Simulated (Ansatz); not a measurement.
Data sheet: ZnAg (DFT)

ZnAg:
```
ZnAg
1.0
    3.14089     0.00000     0.00000
    0.00000     3.14089     0.00000
    0.00000     0.00000     3.14089
Ag Zn
1 1
Direct
  0.00000   0.00000   0.00000
  0.50000   0.50000   0.50000
```

Space group Pm-3m (No. 221), CsCl type; conventional cell a = b = c = 3.141 Å, α = β = γ = 90.00°.

Method: DFT-r²SCAN in the program Ansatz with PAW potentials. The cell and atoms are relaxed at this level. Other levels are named where they apply.

### Cell and energy

- Volume per atom: 15.49 Å³
- Density: 9.28 g/cm³
- Formation energy from the elements (no fitted shifts): -0.030 eV/atom

### Electronic structure

Electronic character: metallic (no gap)
Density of states at the Fermi level: 0.24 states/eV per atom (mean over ±0.08 eV)
Gap with spin–orbit coupling: none (metallic)

### Mechanics

- Bulk modulus (Birch–Murnaghan fit): 107 GPa
- Pressure derivative B′: 5.4

### Charges

- Bader charges: Ag -0.31, Zn +0.31 e

The workflow started from an entry of the Crystallography Open Database (COD). Its standing as an ambient phase is unchecked. The cell was relaxed with r²SCAN under the symmetry of its start; whether a distortion lowers the energy is not shown. No spin polarisation was allowed. The references are the lowest solids computed at this level, not always the standard phases. Scalar-relativistic: spin–orbit coupling is off unless named, which matters more the heavier the elements.

Potentials: the later of the program's two PAW sets.
